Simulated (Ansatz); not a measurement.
Al (Fm-3m), comparing deformations

Level of theory: DFT PBEsol+D3(BJ), scalar-relativistic, plane waves, PAW (Ansatz 0.2.0). The runs took a 420 eV cutoff, a Γ-centred 26×26×26 mesh and Gaussian smearing (0.15 eV). No spin polarisation. Energies are free energies at this smearing, counted from the undisturbed cell; pressure is positive in compression.

Reference structure (relaxed at this level):

```
Al
1.0
     0.00000    1.98128    1.98128
     1.98128    0.00000    1.98128
     1.98128    1.98128    0.00000
Al
1
Cartesian
  0.0000 0.0000 0.0000
```

The cell is strained by ε times a Voigt pattern (xx, yy, zz, yz, xz, xy; engineering shear) with fractional coordinates fixed. τ = (1/V0) dE/dε comes from the stress tensor. Of each scan, only the three points used here are listed.

| pattern | ε | τ (GPa) |
| --- | --- | --- |
| (0, 0, 1, 0, 0, 0) | -0.0250 | -3.98 |
| (0, 0, 1, 0, 0, 0) | 0.0000 | -0.03 |
| (0, 0, 1, 0, 0, 0) | 0.0250 | 3.29 |
| (0, 0, 0, 0, 0, 1) | -0.0050 | -0.27 |
| (0, 0, 0, 0, 0, 1) | 0.0000 | 0.00 |
| (0, 0, 0, 0, 0, 1) | 0.0050 | 0.27 |

Problem. Which constants do the scans give, and which deformation costs least for the same size of strain tensor?

Solution. The slope dτ/dε at zero (parabola through three points) is pᵀCp: (0, 0, 1, 0, 0, 0) gives C11 = 145 GPa; (0, 0, 0, 0, 0, 1) gives C44 = 55 GPa. The size of the strain tensor, ε:ε, is ε² times 1.0, 0.5. Per unit of it the stiffnesses are 145, 110 GPa, so (0, 0, 0, 0, 0, 1) is the softest of these: at ε:ε = (1 %)² the quadratic term costs 0.53 meV/atom against 0.71 for the stiffest.

In a metal these slopes depend on the k mesh and the smearing.

Cost: 18 runs of about 1.6 core-minutes in all, on Intel Xeon 6975P-C (Granite Rapids) (shared hosts).